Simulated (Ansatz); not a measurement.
A geometry of La away from equilibrium: step 2 of the relaxation of a relaxed La cell, doubled along one cell vector, shaken by Gaussian noise of σ = 0.08 Å a coordinate. Calculation: r2SCAN (plane waves to 500 eV, PAW, scalar-relativistic; Ansatz, a first-principles code). Γ-centred k-mesh 6×6×5 on the run's cell (coarser than for final values), Fermi–Dirac smearing 0.05 eV.

```xyz
6
Lattice="5.9673 0.0081 -0.0041 -2.9766 5.1695 0.0177 -0.0049 0.0219 7.2045" Properties=species:S:1:pos:R:3:forces:R:3 pbc="T T T" free_energy=-37589.154 pressure_GPa=0.1
La    -0.0676    -0.0512    -0.0083    0.0311    0.1100    0.0908
La    -0.0331     0.0568     3.6246   -0.0491   -0.0708   -0.0139
La    -0.0986     3.4094     1.8503   -0.0525    0.1046   -0.0342
La    -0.0498     3.5704     5.3920    0.0838   -0.1518    0.0245
La     2.8477     1.7205     1.7810    0.1343   -0.0667    0.0709
La     3.0231     1.7618     5.4879   -0.1476    0.0748   -0.1382
```

Positions in Å, forces in eV/Å, free energy of the cell in eV (comparable only within this code, potentials and settings). Largest force: 0.22 eV/Å, on La6 (atoms numbered as listed); the geometry lies 0.01 eV/atom above the end of its relaxation.

No spin polarisation in the result.

The end of the path is a generated cell of La: the first start was made by placing the elements on the sites of a structure type, and the end was not matched to a known phase here, so it may be hypothetical. Known forms of La include space group No. 194.
